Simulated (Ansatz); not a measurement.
TiTe₂ (CdI2 type)

```
TiTe2
1.0
    3.78396     0.00000     0.00000
   -1.89198     3.27701     0.00000
    0.00000     0.00000     6.60161
Ti Te
1 2
Cartesian
  0.00000   0.00000   0.00000
  0.00000   2.18467   1.69563
  1.89198   1.09234   4.90599
```

The volume is varied about the relaxed value V₀ at fixed cell shape. The atoms relax within the cell's symmetry.

Level of theory: r2SCAN+rVV10 (plane waves to 500 eV, PAW, scalar-relativistic; Ansatz, an electronic-structure program). k mesh 14×14×7 (Γ-centred), Fermi-Dirac smearing 0.05 eV. Stress and pressure are positive under compression. Spin-orbit coupling is left out, though Te is heavy. TiTe2 is run without spin polarisation. TiTe2 was relaxed with its symmetry unable to fall.

At one point of the scan the stress tensor (GPa) is:

```
    1.8      0.0      0.0
    0.0      1.8      0.0
    0.0      0.0      1.1
```

Q: Which point is it?
(A) V/V₀ = 0.990
(B) V/V₀ = 0.940
(C) V/V₀ = 0.950
(D) V/V₀ = 0.960

A: D, V/V₀ = 0.960

(A scan under strain: stresses follow from slopes of the energy per volume, elastic moduli from its curvatures.)
